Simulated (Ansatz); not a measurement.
Al$_{3}$Ni in space group Pnma (No. 62; Al on 4c, Al on 8d, Ni on 4c) at seven volumes, the program Ansatz at the PBEsol level (PAW), shape and atoms relaxed at each. One row is withheld.

```csv
V (Å³/atom),P (GPa)
13.064,14.01
13.495,?
13.925,3.97
14.356,0.01
14.787,-3.37
15.217,-6.22
15.648,-8.65
```

Question: Fit the shown pressures and predict the withheld one.

Answer: Third-order Birch–Murnaghan: P = (3/2)B₀(x^(7/2) − x^(5/2))[1 + (3/4)(B′ − 4)(x − 1)] with x = (V₀/V)^(2/3). Least squares on the six rows gives V₀ = 14.357 Å³/atom, B₀ = 121.1 GPa, B′ = 4.31. At V = 13.495, x = 1.0421 and P = 8.57 GPa. The run itself gave 8.58 GPa.

The workflow started from a Materials Project entry (that database holds measured and hypothetical structures alike); the Crystallography Open Database copy checked does not list it. Its standing as an ambient phase is unchecked. The cell was relaxed with PBEsol under the symmetry of its start; its stability against distortions is not shown here. The run is not spin-polarised.

Potentials: the later of the program's two PAW sets.
